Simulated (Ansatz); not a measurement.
Pt (fcc (Cu type), space group No. 225) at seven volumes, the program Ansatz at the LDA level (PAW), scaled uniformly. One row is withheld.

```json
[
 {"V (Å³/atom)": "13.429", "P (GPa)": "37.20"},
 {"V (Å³/atom)": "13.872", "P (GPa)": "22.41"},
 {"V (Å³/atom)": "14.314", "P (GPa)": "10.15"},
 {"V (Å³/atom)": "14.757", "P (GPa)": "0.00"},
 {"V (Å³/atom)": "15.200", "P (GPa)": "-8.40"},
 {"V (Å³/atom)": "15.643", "P (GPa)": "-15.32"},
 {"V (Å³/atom)": "16.085", "P (GPa)": "?"}
]
```

Task: Fit the shown pressures and predict the withheld one.

Result: Third-order Birch–Murnaghan: P = (3/2)B₀(x^(7/2) − x^(5/2))[1 + (3/4)(B′ − 4)(x − 1)] with x = (V₀/V)^(2/3). Least squares on the six rows gives V₀ = 14.757 Å³/atom, B₀ = 307.0 GPa, B′ = 5.31. At V = 16.085, x = 0.9442 and P = -21.05 GPa. The run itself gave -21.01 GPa.

Space group Fm-3m (fcc (Cu type)). Symmetry was held in the LDA relaxation. No spin polarisation was allowed. Spin–orbit coupling is left out wherever it is not named.

Potentials: the earlier of the program's two PAW sets. The files were generated under PBE; for other functionals the program regenerates the frozen cores, and for LDA and PBEsol the local potential too.
